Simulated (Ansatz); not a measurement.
**Phonons of LuSi2 in the AlB2-type structure**

Computed with Ansatz (plane waves, PAW, 420 eV cutoff): PBEsol, scalar-relativistic, no spin polarisation, Gaussian smearing of 0.15 eV. The datasets are Ansatz's generated set soft_2.

```yaml
crystal:
  lattice:
    - [4.06159, 0.00000, 0.00000]
    - [-2.03079, 3.51744, 0.00000]
    - [0.00000, 0.00000, 3.69248]
  atoms:
    - { symbol: Lu, position: [0.00000, 0.00000, 0.00000] }
    - { symbol: Si, position: [0.33333, 0.66667, 0.50000] }
    - { symbol: Si, position: [0.66667, 0.33333, 0.50000] }
```

The Crystallography Open Database holds a cell of this formula and space group, from which this one stands far in volume, proportions or bonds.

Force constants come from finite displacements in a 2×2×2 supercell (the unit cell's 10×10×10 k-mesh, folded to it); the long-range dipole term is not included. Points in reciprocal vectors of this cell: Γ = (0.000, 0.000, 0.000), M = (0.500, 0.000, 0.000), K = (0.333, 0.333, 0.000), A = (0.000, 0.000, 0.500), L = (0.500, 0.000, 0.500), H = (0.333, 0.333, 0.500).

Frequencies at the named points (cm⁻¹, imaginary ones negative):
```
point                           ω (cm⁻¹)
    Γ      0 0 0 149 163 163 235 416 416
    M   79 87 88 143 197 197 281 373 424
    K  83 83 100 152 195 195 325 325 433
    A  56 56 111 172 172 200 222 389 389
    L  49 85 116 152 206 234 284 371 428
    H  68 68 118 164 222 222 328 328 435
```

(1) Is the structure dynamically stable along this path, and where does the spectrum end?

(2) What does the harmonic approximation give for the vibrational free energy, entropy and heat capacity?

Answers:

(1) Yes: no branch is imaginary beyond numerical noise. The highest frequency is 435 cm⁻¹, at H. Points that don't fit the supercell are interpolated.

(2) Zero-point energy 38.3 meV/atom.
```json
{"T (K)": "100", "F_vib (meV/atom)": "33.8", "S (J/K per mole of atoms)": "11.0", "C_V (J/K per mole of atoms)": "13.7"}
{"T (K)": "200", "F_vib (meV/atom)": "15.8", "S (J/K per mole of atoms)": "22.9", "C_V (J/K per mole of atoms)": "20.2"}
{"T (K)": "300", "F_vib (meV/atom)": "-12.7", "S (J/K per mole of atoms)": "31.6", "C_V (J/K per mole of atoms)": "22.5"}
{"T (K)": "400", "F_vib (meV/atom)": "-49.0", "S (J/K per mole of atoms)": "38.3", "C_V (J/K per mole of atoms)": "23.5"}
{"T (K)": "500", "F_vib (meV/atom)": "-91.6", "S (J/K per mole of atoms)": "43.6", "C_V (J/K per mole of atoms)": "24.0"}
{"T (K)": "600", "F_vib (meV/atom)": "-139.1", "S (J/K per mole of atoms)": "48.0", "C_V (J/K per mole of atoms)": "24.3"}
{"T (K)": "700", "F_vib (meV/atom)": "-190.8", "S (J/K per mole of atoms)": "51.7", "C_V (J/K per mole of atoms)": "24.5"}
{"T (K)": "800", "F_vib (meV/atom)": "-246.2", "S (J/K per mole of atoms)": "55.0", "C_V (J/K per mole of atoms)": "24.6"}
{"T (K)": "900", "F_vib (meV/atom)": "-304.7", "S (J/K per mole of atoms)": "57.9", "C_V (J/K per mole of atoms)": "24.6"}
{"T (K)": "1000", "F_vib (meV/atom)": "-366.1", "S (J/K per mole of atoms)": "60.5", "C_V (J/K per mole of atoms)": "24.7"}
```

The highest mode, 435 cm⁻¹, is worth 630 K. At 300 K the heat capacity has reached 90 % of the classical limit 3R = 24.9 J/K per mole of atoms.

The crystal is a metal or nearly so; low and unstable modes depend on mesh and smearing.

Cost: 120 s on 4 threads of Intel(R) Xeon(R) 6975P-C (Granite Rapids) (shared host), peak memory 3.1 GiB.

Scalar-relativistic only: spin–orbit splittings of the heavy atoms' levels are missing.
